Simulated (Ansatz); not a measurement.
TaAl:
```
TaAl
1.0
    2.82191     0.00000     0.00000
    0.00000     2.82191     0.00000
    0.00000     0.00000     4.15897
Ta Al
1 1
Direct
  0.00000   0.00000   0.00000
  0.50000   0.50000   0.50000
```

Relaxed with r²SCAN. Special points in fractions of this cell's reciprocal vectors: Γ (0.000, 0.000, 0.000); X (0.000, 0.500, 0.000); M (0.500, 0.500, 0.000); Z (0.000, 0.000, 0.500); R (0.000, 0.500, 0.500); A (0.500, 0.500, 0.500).

Problem. List the band energies nearest the Fermi level at these points for r²SCAN with spin–orbit coupling in the plane-wave PAW code Ansatz.

Solution. In eV from the Fermi level; about four levels below and three above (degenerate sets whole), none deeper than 8.9 eV; points with the same levels are listed once.

```
k                    below                above
-  -----------------------  -------------------
Γ  -2.86 -2.86 -1.11 -1.11  2.83 2.83 3.13 3.13
X  -3.53 -3.53 -1.86 -1.86  1.97 1.97 3.89 3.89
M  -1.12 -1.12 -0.74 -0.74  4.95 4.95 5.90 5.90
Z  -2.68 -2.68 -0.31 -0.31  2.14 2.14 2.36 2.36
R  -3.40 -3.40 -1.56 -1.56  0.94 0.94 2.06 2.06
A  -3.80 -3.80 -3.70 -3.70  1.20 1.20 2.15 2.15
```

Space group P4/mmm (L1₀ or tetragonal B2). The start of the workflow was typed in or built on a structure type; neither database checked (COD, Materials Project) lists it. Its standing as an ambient phase is unchecked. The cell was relaxed with r²SCAN under the symmetry of its start; whether a distortion lowers the energy is not shown. No spin polarisation was allowed.

Potentials: the later of the program's two PAW sets.
